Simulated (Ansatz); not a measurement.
A relaxation computed with Ansatz, from input to last step.

```yaml
crystal:
  lattice:
    - [6.0508416381, 0.0, 0.0]
    - [-3.025420819, 5.2401825729, 0.0]
    - [0.0, 0.0, 4.8819290489]
  atoms:
    - { symbol: Rb, position: [0.5, 0.0, 0.0] }
    - { symbol: Rb, position: [0.5, 0.5, 0.0] }
    - { symbol: Rb, position: [0.0, 0.5, 0.0] }
    - { symbol: Mn, position: [0.0, 0.0, 0.0], spin: 4.5 }
    - { symbol: Mn, position: [0.3333333333, 0.6666666667, 0.5], spin: 4.35 }
    - { symbol: Mn, position: [0.6666666667, 0.3333333333, 0.5], spin: 4.35 }
basis:
  ecutwfc: 420
kpoints:
  mp_grid: { grid: [3, 3, 4] }
hamiltonian:
  xc: pbe
scf:
  occupations: { method: gaussian, width: 0.1 }
  lower_state_search: "off"
output:
  forces: true
  stress: true
  eigenvalues: true
  populations: true
magnetization:
  spin_polarized: true
relax:
  adjacent_minimum: "off"
  f_tol: 0.04
  max_steps: 70
  cell: { stress_tol: 0.4 }
```

```bash
ansatz run input.yaml --threads 1 --pin off --max-ram 2560MiB --backend cpu --events-out ev --progress --plain --runs-dir out
```

The calculation used DFT PBE, scalar-relativistic, plane waves, PAW (Ansatz).

Of 15 frames 10 are shown, positions in Å and forces in eV/Å; the SCF threshold varies from step to step. Steps run on the plane waves of an earlier cell, with a Pulay correction in the pressure. The basis is chosen afresh for the last frame, the zero of the energies, and at times for earlier ones too; energy and pressure step there, also at an unchanged geometry. Here that happened at steps 6 (-58 meV/atom, 2.2 GPa), 13 (-9 meV/atom, 0.3 GPa); the frames before carry an error of that size.

```xyz
6
Lattice="6.0508 0.0000 0.0000 -3.0254 5.2402 0.0000 0.0000 0.0000 4.8819" Properties=species:S:1:pos:R:3:forces:R:3 pbc="T T T" step=1 free_energy_over_end_meV_per_atom=757.11 pressure_GPa=13.51
Rb    3.0254    0.0000    0.0000    0.0000    0.0000    0.0000
Rb    1.5127    2.6201    0.0000    0.0000    0.0000    0.0000
Rb   -1.5127    2.6201    0.0000    0.0000    0.0000    0.0000
Mn    0.0000    0.0000    0.0000    0.0000    0.0000    0.0000
Mn    0.0000    3.4935    2.4410    0.0000    0.0000    0.0000
Mn    3.0254    1.7467    2.4410    0.0000    0.0000    0.0000
6
Lattice="6.6359 0.0000 0.0000 -3.3179 5.7468 0.0000 0.0000 0.0000 5.2942" Properties=species:S:1:pos:R:3:forces:R:3 pbc="T T T" step=3 free_energy_over_end_meV_per_atom=329.46 pressure_GPa=5.18
Rb    3.3179    0.0000    0.0000    0.0000    0.0000    0.0000
Rb    1.6590    2.8734    0.0000    0.0000    0.0000    0.0000
Rb   -1.6590    2.8734    0.0000    0.0000    0.0000    0.0000
Mn    0.0000    0.0000    0.0000    0.0000    0.0000    0.0000
Mn    0.0000    3.8312    2.6471    0.0000    0.0000    0.0000
Mn    3.3179    1.9156    2.6471    0.0000    0.0000    0.0000
6
Lattice="6.9320 0.0000 0.0000 -3.4660 6.0033 0.0000 0.0000 0.0000 5.4584" Properties=species:S:1:pos:R:3:forces:R:3 pbc="T T T" step=4 free_energy_over_end_meV_per_atom=223.13 pressure_GPa=2.85
Rb    3.4660    0.0000    0.0000    0.0000    0.0000    0.0000
Rb    1.7330    3.0017    0.0000    0.0000    0.0000    0.0000
Rb   -1.7330    3.0017    0.0000    0.0000    0.0000    0.0000
Mn    0.0000    0.0000    0.0000    0.0000    0.0000    0.0000
Mn    0.0000    4.0022    2.7292    0.0000    0.0000    0.0000
Mn    3.4660    2.0011    2.7292    0.0000    0.0000    0.0000
6
Lattice="7.2272 0.0000 0.0000 -3.6136 6.2589 0.0000 0.0000 0.0000 5.5974" Properties=species:S:1:pos:R:3:forces:R:3 pbc="T T T" step=6 free_energy_over_end_meV_per_atom=121.66 pressure_GPa=2.37
Rb    3.6136    0.0000    0.0000    0.0000    0.0000    0.0000
Rb    1.8068    3.1295    0.0000    0.0000    0.0000    0.0000
Rb   -1.8068    3.1295    0.0000    0.0000    0.0000    0.0000
Mn    0.0000    0.0000    0.0000    0.0000    0.0000    0.0000
Mn    0.0000    4.1726    2.7987    0.0000    0.0000    0.0000
Mn    3.6136    2.0863    2.7987    0.0000    0.0000    0.0000
6
Lattice="7.5221 0.0000 0.0000 -3.7610 6.5143 0.0000 0.0000 0.0000 5.6771" Properties=species:S:1:pos:R:3:forces:R:3 pbc="T T T" step=7 free_energy_over_end_meV_per_atom=67.88 pressure_GPa=1.51
Rb    3.7610    0.0000    0.0000    0.0000    0.0000    0.0000
Rb    1.8805    3.2571    0.0000    0.0000    0.0000    0.0000
Rb   -1.8805    3.2571    0.0000    0.0000    0.0000    0.0000
Mn    0.0000    0.0000    0.0000    0.0000    0.0000    0.0000
Mn    0.0000    4.3429    2.8386    0.0000    0.0000    0.0000
Mn    3.7610    2.1714    2.8386    0.0000    0.0000    0.0000
6
Lattice="8.1120 0.0000 0.0000 -4.0560 7.0252 0.0000 0.0000 0.0000 5.8088" Properties=species:S:1:pos:R:3:forces:R:3 pbc="T T T" step=9 free_energy_over_end_meV_per_atom=17.32 pressure_GPa=0.19
Rb    4.0560    0.0000    0.0000    0.0000    0.0000    0.0000
Rb    2.0280    3.5126    0.0000    0.0000    0.0000    0.0000
Rb   -2.0280    3.5126    0.0000    0.0000    0.0000    0.0000
Mn    0.0000    0.0000    0.0000    0.0000    0.0000    0.0000
Mn    0.0000    4.6835    2.9044    0.0000    0.0000    0.0000
Mn    4.0560    2.3417    2.9044    0.0000    0.0000    0.0000
6
Lattice="8.2576 0.0000 0.0000 -4.1288 7.1513 0.0000 0.0000 0.0000 5.7910" Properties=species:S:1:pos:R:3:forces:R:3 pbc="T T T" step=10 free_energy_over_end_meV_per_atom=15.58 pressure_GPa=-0.07
Rb    4.1288    0.0000    0.0000    0.0000    0.0000    0.0000
Rb    2.0644    3.5757    0.0000    0.0000    0.0000    0.0000
Rb   -2.0644    3.5757    0.0000    0.0000    0.0000    0.0000
Mn    0.0000    0.0000    0.0000    0.0000    0.0000    0.0000
Mn    0.0000    4.7676    2.8955    0.0000    0.0000    0.0000
Mn    4.1288    2.3838    2.8955    0.0000    0.0000    0.0000
6
Lattice="8.3120 0.0000 0.0000 -4.1560 7.1984 0.0000 0.0000 0.0000 5.5985" Properties=species:S:1:pos:R:3:forces:R:3 pbc="T T T" step=12 free_energy_over_end_meV_per_atom=14.52 pressure_GPa=0.02
Rb    4.1560    0.0000    0.0000    0.0000    0.0000    0.0000
Rb    2.0780    3.5992    0.0000    0.0000    0.0000    0.0000
Rb   -2.0780    3.5992    0.0000    0.0000    0.0000    0.0000
Mn    0.0000    0.0000    0.0000    0.0000    0.0000    0.0000
Mn    0.0000    4.7989    2.7993    0.0000    0.0000    0.0000
Mn    4.1560    2.3995    2.7993    0.0000    0.0000    0.0000
6
Lattice="8.3120 0.0000 0.0000 -4.1560 7.1984 0.0000 0.0000 0.0000 5.5985" Properties=species:S:1:pos:R:3:forces:R:3 pbc="T T T" step=13 free_energy_over_end_meV_per_atom=5.41 pressure_GPa=0.32
Rb    4.1560    0.0000    0.0000    0.0000    0.0000    0.0000
Rb    2.0780    3.5992    0.0000    0.0000    0.0000    0.0000
Rb   -2.0780    3.5992    0.0000    0.0000    0.0000    0.0000
Mn    0.0000    0.0000    0.0000    0.0000    0.0000    0.0000
Mn    0.0000    4.7989    2.7993    0.0000    0.0000    0.0000
Mn    4.1560    2.3995    2.7993    0.0000    0.0000    0.0000
6
Lattice="8.5183 0.0000 0.0000 -4.2591 7.3770 0.0000 0.0000 0.0000 5.5477" Properties=species:S:1:pos:R:3:forces:R:3 pbc="T T T" step=15 free_energy_over_end_meV_per_atom=0.00 pressure_GPa=0.16
Rb    4.2591    0.0000    0.0000    0.0000    0.0000    0.0000
Rb    2.1296    3.6885    0.0000    0.0000    0.0000    0.0000
Rb   -2.1296    3.6885    0.0000    0.0000    0.0000    0.0000
Mn    0.0000    0.0000    0.0000    0.0000    0.0000    0.0000
Mn    0.0000    4.9180    2.7738    0.0000    0.0000    0.0000
Mn    4.2591    2.4590    2.7738    0.0000    0.0000    0.0000
```

The start puts this composition into another compound's structure type, which needn't suit it. The cell swells from 25.8 to 58.1 Å³ an atom, so the end can be far from any stable crystal. At the end the space group is P6/mmm (tolerance 0.05 Å).

Time: 6.3 min on 1 thread of Intel(R) Xeon(R) Platinum 8259CL CPU @ 2.50GHz (Skylake/Cascade Lake) (shared host), peak memory 0.79 GiB.

The k mesh is coarse. Only parallel moments were tried here.